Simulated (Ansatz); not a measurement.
Y3GeBr: single run (Ansatz)

Input:

```yaml
crystal:
  lattice:
    - [3.734082, 2.155869, 3.16]
    - [-3.734082, 2.155869, 3.16]
    - [0.0, -4.311747, 3.16]
  atoms:
    - { symbol: "Y", position: [0.50693, 0.99874, 0.50693] }
    - { symbol: "Y", position: [0.50693, 0.50693, 0.99874] }
    - { symbol: "Y", position: [0.99874, 0.50693, 0.50693] }
    - { symbol: Br, position: [0.01, 0.01, 0.01] }
    - { symbol: Ge, position: [0.53943, 0.53943, 0.53943] }
  symmetry: { tolerance: 0.0003 }
kpoints:
  mp_grid: { grid: [4, 4, 4], shift: [0, 0, 0] }
magnetization:
  spin_polarized: false
scf:
  occupations: { method: fermi_dirac }
  lower_state_search: "off"
hamiltonian:
  pseudopotentials: { kind: paw }
  xc: pbe
basis:
  ecutwfc: 420
  ecutrho_ratio: 4
output:
  forces: true
  stress: true
  eigenvalues: true
```

Launch command:

```bash
ansatz run input.yaml --threads 1 --pin off --max-ram 2560MiB --backend cpu --events-out ev --progress --plain --runs-dir out
```

Origin of the cell: a known structure type with other elements, at an estimated volume, so it need not be a known compound.

The smearing width isn't typed, so it takes its default of 0.1 eV.

Output (shortened):

```
Warning: crystal.lattice misses the space group found at crystal.symmetry.tolerance 3.0e-4 in a digit that the deck types, which is why this is a warning: making the lattice exact moves one o […]
Pseudopotentials: kind: paw
Pseudopotential: Y, paw, valence charge 11, recommended cutoff 420 eV (normal), Y.paw.azcp
Pseudopotential: Br, paw, valence charge 7, recommended cutoff 420 eV (normal), Br.paw.azcp
Pseudopotential: Ge, paw, valence charge 14, recommended cutoff 420 eV (normal), Ge.paw.azcp
Functional definition: PBE
  exchange = pbe_x(kappa = kappa, mu = beta*pi^2/3)
  correlation = pbe_c(beta = beta)
Crystal: 5 atoms, lattice volume = 152.632 Å³
Basis set: ecut = 420 eV, 2987 PW (Γ), exchange–correlation on 72×72×72 points (8 copies of the dense FFT grid, shifted against one another)
Bands: 33, of which v1, the nominal top of the filled ones, is band 27 counted from 1 (26 counted from 0)
Symmetry: 6 space group operations
[… 8 lines left out …]
Initial density: superposition of atomic densities (neutral atoms: chi_scale 0, normalization atom), corrected by the library's trained network
Functional: x = pbe(κ = 0.804, μ = 0.219515), c = pbe(β = 0.066725)
SCF iter   1: F=—  HF=-18624.252443 eV  Δρ=4.27e-3  dr2=4.37e-2
SCF iter   2: F=—  HF=-18624.245723 eV  Δρ=2.37e-3  dr2=1.32e-2
SCF iter   3: F=—  HF=-18624.244849 eV  Δρ=5.91e-4  dr2=5.65e-4
SCF iter   4: F=—  HF=-18624.245047 eV  Δρ=3.08e-4  dr2=1.39e-4
SCF iter   5: F=—  HF=-18624.244989 eV  Δρ=8.65e-5  dr2=1.63e-5
SCF iter   6: F=—  HF=-18624.244985 eV  Δρ=2.26e-5  dr2=1.48e-6
SCF iter   7: F=-18624.244985 eV  HF=-18624.244985 eV  Δρ=6.04e-6  dr2=9.54e-8
SCF 1 converged in 7 iterations: F = -18624.244985 eV  dr2 = 9.54e-8
SCF converged after 7 iterations
Free energy (F): -18624.244985 eV
Harris-Foulkes:  -18624.244985 eV  (|F-HF|=9.94e-9)
Internal energy: -18624.029380 eV  (E = F + TS)
E sigma→0 (E₀):  -18624.137183 eV
Entropy (-TS):   -0.215605 eV (-43.121 meV/atom)
Fermi energy:    8.753088 eV
--- Per-component energies (eV) ---
  E_band       = -543.478833
  E_kinetic    = 1166.144785
  E_local      = -5427.147601  (includes V_loc(G=0)·N_el)
  E_nonlocal   = 639.524521
  E_hartree    = 2163.907351
  E_xc         = -861.164586
  E_vxc        = -767.028068  (∫ρ·V_xc dr)
  E_paw        = -12742.033704  (= ΣΔE_a)
  E_vpaw       = -482.793990  (= ΣTr[D̂ρ^β])
  E_aug_tail   = 0.000338  (compensation charges beyond the density's cutoff)
  E_ewald      = -3563.260486
  E_smearing   = -0.215605  (= −TS)
  Σ components = -18624.244985   (vs F -18624.244985, Δ=0.00e0)
--- Forces (eV/Å), atoms counted from 1 ---
  atom   1  Y     -2.234682     1.290194     1.494277
  atom   2  Y      0.000000    -2.580389     1.494275
  atom   3  Y      2.234682     1.290194     1.494277
  atom   4  Br     0.000000    -0.000000     0.013569
  atom   5  Ge     0.000000     0.000002    -4.496261
  max |Σ_I F_I| component: 1.36e-4 eV/Å
--- Stress (GPa, compression-positive) ---
        7.188827       0.000000      -0.000000
        0.000000       7.188827       0.000001
       -0.000000       0.000001       4.205102
  P = ⅓ Tr σ = 6.1943 GPa (61.943 kbar)
```

Time: 5.4 s on 1 thread of Arm Neoverse V2, with other jobs on the host, peak memory 0.35 GiB, from the program's own first density.
